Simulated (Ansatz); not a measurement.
Rb2H6Pt:
```yaml
crystal:
  lattice:
    - [0.00000, 4.25358, 4.25358]
    - [4.25358, 0.00000, 4.25358]
    - [4.25358, 4.25358, 0.00000]
  atoms:
    - { symbol: Rb, position: [0.75000, 0.75000, 0.75000] }
    - { symbol: Rb, position: [0.25000, 0.25000, 0.25000] }
    - { symbol: H, position: [0.80712, 0.80712, 0.19288] }
    - { symbol: H, position: [0.19288, 0.19288, 0.80712] }
    - { symbol: H, position: [0.19288, 0.80712, 0.80712] }
    - { symbol: H, position: [0.80712, 0.19288, 0.19288] }
    - { symbol: H, position: [0.80712, 0.19288, 0.80712] }
    - { symbol: H, position: [0.19288, 0.80712, 0.19288] }
    - { symbol: Pt, position: [0.00000, 0.00000, 0.00000] }
```

This is the r²SCAN-relaxed structure.

Question: All from the program Ansatz at the r²SCAN level (PAW), unless another level is named. Estimate the band gap.

Answer: 4.41 eV (smallest direct gap 4.42 eV).

Question: Next, the hole effective mass with spin–orbit coupling?

Answer: 2.5, 2.5, 3.1 mₑ (principal values).

Question: Next, the conduction-band minimum?

Answer: at X (3 equivalent valleys).

Question: Next, the weight of the conduction-edge state by species (Voronoi cells)?

Answer: H 72 %, Pt 16 %, Rb 12 %.

Question: Give the weight of the valence-edge state by species (Voronoi cells).

Answer: H 91 %, Rb 5 %, Pt 4 %.

Space group Fm-3m. The first step of the workflow began from a Materials Project structure, measured or hypothetical; the Crystallography Open Database copy checked does not list it. Whether it is the stable phase at ambient conditions was not checked. Symmetry was held in the r²SCAN relaxation; its stability against distortions is not shown here. No spin polarisation was allowed. Spin–orbit coupling is left out wherever it is not named.

Potentials: the later of the program's two PAW sets.
